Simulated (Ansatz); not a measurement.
Cr$_{3}$NiP$_{4}$ in space group Pm (No. 6; Pearson symbol mP8), the program Ansatz at the r²SCAN level (PAW), all energies at zero smearing, with the estimated change up to a 700 eV cutoff added, with one set of potentials and settings (totals compare only within such a set). Cell of 8 atoms (3 Cr, 1 Ni, 4 P): -19034.031 eV.

| element | reference phase | E (eV/atom) |
|---|---|---|
| Cr | Im-3m, 2 atoms in the cell, spin-polarised | -3382.7158 |
| Ni | Fm-3m, 1 atoms in the cell, spin-polarised | -5845.2912 |
| P | Cmce, 4 atoms in the cell | -759.1646 |

Formation energy per atom, worked out: (-19034.031 − 3×(-3382.7158) − 1×(-5845.2912) − 4×(-759.1646))/8 = -0.492 eV/atom (-47 kJ per mol of atoms), at 0 K, without zero-point energy or fitted corrections.

The workflow started from a Materials Project entry (that database holds measured and hypothetical structures alike); the Crystallography Open Database copy checked does not list it. With Cr and Ni taken as one species the cell has the higher symmetry Pnma, so it may be an ordered model of a mixed-site phase. Its standing as an ambient phase is unchecked. The r²SCAN relaxation kept the symmetry of its start, as lowered by the spin order; whether a distortion lowers the energy is not shown. The final state is ferrimagnetic, chosen from 2 collinear starts compared on coarse meshes (ties went to the first, and starts can fall back to one state), not a proven ground state. Other orbital occupations within this spin state were not tried. The references are the lowest solids computed at this level, not always the standard phases.

Potentials: the later of the program's two PAW sets.
